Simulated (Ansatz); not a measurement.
Method: DFT PBE, scalar-relativistic, plane waves, PAW, and for the lanthanide a 4f-in-core norm-conserving potential, in Ansatz 0.2.0. Cutoff 660 eV, Γ-centred meshes of about 0.25 Å⁻¹ or finer for metals and 0.3 Å⁻¹ for insulators (2π included), Gaussian smearing. No spin polarisation.

Temperature and zero-point effects are left out.

Compare these two cells of NdHf, each relaxed at this level.

A.

Space group P4/nmm:1 (No. 129). a = 3.311 Å, b = 3.311 Å, c = 10.246 Å, α = 90.00°, β = 90.00°, γ = 90.00°
```
atom  site  symmetry       x       y       z
  Nd    2c       4mm  0.0000  0.5000  0.1503
  Hf    2c       4mm  0.0000  0.5000  0.5996
```

B.

Space group P-6m2 (No. 187). a = 3.388 Å, b = 3.388 Å, c = 5.546 Å, α = 90.00°, β = 90.00°, γ = 120.00°
```json
{"atom": "Nd", "site": "1b", "symmetry": "-6m2", "x": "0.0000", "y": "0.0000", "z": "0.5000"}
{"atom": "Hf", "site": "1e", "symmetry": "-6m2", "x": "0.6667", "y": "0.3333", "z": "0.0000"}
```

Question: Which form is favoured at zero pressure, and by what margin per atom?

Answer: A is lower, by 130 meV/atom. A has Nd and Hf ordered on fcc sites, space group P4/nmm (No. 129), 28.1 Å³/atom and no gap on its mesh; B has Nd and Hf ordered on hcp sites, space group P-6m2 (No. 187), 27.6 Å³/atom and no gap. Counting all near atoms (those within 1.25 times the shortest distance at each site; a plus sign parts nearer from farther groups), A has Nd 8+4, Hf 12 and B has Nd 12, Hf 12. Even the lower one lies +0.14 eV/atom against the reference forms of the elements (uncorrected), so neither is stable at this level. Both come from trial cells of a structure search.

Spin–orbit coupling, which can matter for Hf, is left out. With atoms moved at random, A came back. B had no clear such test and can be a saddle point.

The lanthanide is trivalent by construction, without f bands, f moments or other valences.
